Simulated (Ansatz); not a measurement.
AlCo in space group Cmcm (No. 63; Al on 4c, Co on 4c), PBE (plane waves, PAW; program Ansatz), all energies at zero smearing, with the estimated change up to a 700 eV cutoff added, with one set of potentials and settings (totals compare only within such a set). Cell of 4 atoms (2 Al, 2 Co): -11328.410 eV.

```
element                                reference phase  E (eV/atom)
-------  ---------------------------------------------  -----------
Al                          Fm-3m, 1 atoms in the cell    -537.5055
Co       P6_3/mmc, 2 atoms in the cell, spin-polarised   -5126.1613
```

Formation energy per atom, worked out: (-11328.410 − 2×(-537.5055) − 2×(-5126.1613))/4 = -0.269 eV/atom (-26 kJ per mol of atoms), at 0 K, without zero-point energy or fitted corrections.

The start of the workflow was typed in or built on a structure type; neither database checked (COD, Materials Project) lists it. Its standing as an ambient phase is unchecked. The PBE relaxation kept the symmetry of its start; whether a distortion lowers the energy is not shown. Spin order of the final state: ferromagnetic, the only order run, not a proven ground state. The references are the lowest solids computed at this level, not always the standard phases.

Potentials: the earlier of the program's two PAW sets.
